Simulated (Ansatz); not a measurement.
CO2: field gradients at two levels of theory

Cell: an entry of the Crystallography Open Database (COD), ions relaxed with PBE at fixed cell.

```
CELL_PARAMETERS angstrom
5.63000 0.00000 0.00000
0.00000 5.63000 0.00000
0.00000 0.00000 5.63000
ATOMIC_POSITIONS crystal
C 0.00000 0.00000 0.00000
C 0.50000 0.00000 0.50000
C 0.50000 0.50000 0.00000
C 0.00000 0.50000 0.50000
O 0.11981 0.11981 0.11981
O 0.38019 0.88019 0.61981
O 0.61981 0.38019 0.88019
O 0.88019 0.61981 0.38019
O 0.88019 0.88019 0.88019
O 0.61981 0.11981 0.38019
O 0.38019 0.61981 0.11981
O 0.11981 0.38019 0.61981
```

Atom numbers follow the list; atoms alike are taken as one site, whose name carries the number of the first.

First run. Level of theory: DFT, PBE, plane waves and PAW, scalar-relativistic, 420 eV cutoff, Γ-centred 4×4×4 k-points, Fermi–Dirac smearing 0.02 eV (Ansatz 0.2.0).

```
site  atom  V_zz (10²¹ V/m²)     η
   C     1             -2.92  0.00
   O     5              7.17  0.00
```

Second run. The same atoms and settings, except that the functional is r2SCAN and the cutoff is 500 eV.

Problem. Given the first result, estimate the second.

Solution. 

```json
{"site": "C", "atom": "1", "V_zz": "-3.55", "η": "0.00", "change of V_zz": "-0.63"}
{"site": "O", "atom": "5", "V_zz": "7.73", "η": "0.00", "change of V_zz": "+0.56"}
```

The largest change of V_zz is on C, from -2.92 to -3.55. In per cent, |V_zz| changes by +21 on C, +8 on O (all sites that start above 0.5).

The database entry as given showed forces above 3 eV/Å or a pressure above 30 GPa, though relaxing it moves no atom far.
For the second run: The largest force is 0.8 eV/Å, so the atoms aren't at the calculated equilibrium and relaxing them would move these values.
